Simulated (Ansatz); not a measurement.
The relaxed structure here is a generated cell of RbGeBr3: the first start was made by placing the elements on the sites of a structure type, and the end was not matched to a known phase here, so it may be hypothetical.

A relaxed structure of RbGeBr₃. Space group Pnma (No. 62), AFLOW prototype AB3C_oP20_62_c_cd_a (as in CaTiO3). Level of theory: r2SCAN (plane waves to 500 eV, PAW, scalar-relativistic; Ansatz, a program for electronic structure).

Space group Pnma (No. 62); a = 7.7955 Å, b = 10.9921 Å, c = 7.6807 Å, α = β = γ = 90.00°

| atom | site | symmetry | x | y | z |
|---|---|---|---|---|---|
| Rb | 4c | .m. | 0.0450 | 0.7500 | 0.4879 |
| Ge | 4a | -1 | 0.0000 | 0.0000 | 0.0000 |
| Br | 4c | .m. | 0.0029 | 0.2500 | 0.0530 |
| Br | 8d | 1 | 0.2129 | 0.0271 | 0.7121 |

```json
{
 "volume_per_atom": "32.91 Å³",
 "band_gap": "0.98 eV, direct at Γ (no spin-orbit coupling)",
 "shortest_distances": "Br–Ge 2.78 Å; Br–Rb 3.52 Å",
 "k-mesh": "4×3×4"
}
```

Band energies at high-symmetry points (eV from the VBM; labels of this space group; no spin-orbit coupling), from −5 eV up to 5.4 eV:

| point | energies |
|---|---|
| Γ | -3.98 -3.76 -3.75 -3.75 -3.58 -3.30 -3.18 -3.08 -3.02 -3.02 -2.96 -2.95 -2.93 -2.86 -2.85 -2.75 -2.75 -2.67 -2.66 -2.60 -2.48 -2.47 -2.46 -2.27 -2.19 -2.14 -2.01 -1.70 -0.93 0.00 0.98 1.00 1.08 1.41 1.53 1.79 3.53 4.79 4.82 4.99 5.09 5.11 5.14 5.21 5.37 |
| X | -4.54 -4.54 -4.33 -4.33 -4.01 -4.01 -4.01 -4.01 -3.76 -3.76 -3.49 -3.49 -3.19 -3.19 -3.17 -3.17 -2.81 -2.81 -2.80 -2.80 -2.71 -2.71 -2.59 -2.59 -2.46 -2.46 -2.46 -2.46 -2.36 -2.36 -2.03 -2.03 -1.35 -1.35 1.42 1.42 3.00 3.00 3.29 3.29 3.32 3.32 3.57 3.57 4.77 4.77 4.99 4.99 |
| S | -4.48 -4.48 -4.48 -4.48 -4.39 -4.39 -4.39 -4.39 -3.87 -3.87 -3.87 -3.87 -3.26 -3.26 -3.26 -3.26 -3.22 -3.22 -3.22 -3.22 -2.79 -2.79 -2.79 -2.79 -2.43 -2.43 -2.43 -2.43 -2.39 -2.39 -2.39 -2.39 -1.97 -1.97 -1.97 -1.97 3.10 3.10 3.10 3.10 3.22 3.22 3.22 3.22 3.53 3.53 3.53 3.53 5.12 5.12 5.12 5.12 |
| Y | -4.22 -4.22 -4.07 -4.07 -3.87 -3.87 -3.58 -3.58 -3.55 -3.55 -3.02 -3.02 -2.92 -2.92 -2.78 -2.78 -2.77 -2.77 -2.68 -2.68 -2.57 -2.57 -2.54 -2.54 -2.38 -2.38 -2.36 -2.36 -2.03 -2.03 -0.75 -0.75 1.22 1.22 1.31 1.31 3.10 3.10 3.62 3.62 4.22 4.22 5.08 5.08 5.11 5.11 5.24 5.24 |
| Z | -4.55 -4.55 -4.34 -4.34 -4.00 -4.00 -3.98 -3.98 -3.79 -3.79 -3.50 -3.50 -3.20 -3.20 -3.14 -3.14 -2.84 -2.84 -2.73 -2.73 -2.69 -2.69 -2.63 -2.63 -2.47 -2.47 -2.39 -2.39 -2.34 -2.34 -2.13 -2.13 -1.38 -1.38 1.40 1.40 2.98 2.98 3.28 3.28 3.30 3.30 3.56 3.56 4.78 4.78 5.04 5.04 5.28 5.28 |
| U | -4.96 -4.96 -3.97 -3.97 -3.61 -3.61 -3.22 -3.22 -3.21 -3.21 -3.10 -3.10 -3.00 -3.00 -2.91 -2.91 -2.85 -2.85 -2.83 -2.83 -2.82 -2.82 -2.62 -2.62 -2.60 -2.60 -2.20 -2.20 -1.78 -1.78 -0.92 -0.92 1.39 1.39 1.45 1.45 1.84 1.84 4.70 4.70 5.04 5.04 5.18 5.18 |
| R | -4.24 -4.24 -4.24 -4.24 -3.77 -3.77 -3.77 -3.77 -3.23 -3.23 -3.23 -3.23 -2.90 -2.90 -2.90 -2.90 -2.77 -2.77 -2.77 -2.77 -2.71 -2.71 -2.71 -2.71 -2.39 -2.39 -2.39 -2.39 -1.59 -1.59 -1.59 -1.59 1.64 1.64 1.64 1.64 3.35 3.35 3.35 3.35 4.83 4.83 4.83 4.83 |
| T | -4.51 -4.51 -4.43 -4.43 -4.42 -4.42 -4.39 -4.39 -3.90 -3.90 -3.89 -3.89 -3.29 -3.29 -3.25 -3.25 -3.22 -3.22 -3.16 -3.16 -2.71 -2.71 -2.69 -2.69 -2.46 -2.46 -2.42 -2.42 -2.40 -2.40 -2.36 -2.36 -2.07 -2.07 -2.06 -2.06 2.98 2.98 3.17 3.17 3.20 3.20 3.26 3.26 3.50 3.50 3.52 3.52 5.08 5.08 5.08 5.08 |

No spin polarisation in the result.

The run could not lose the symmetry of its start, so the end can be a saddle point.
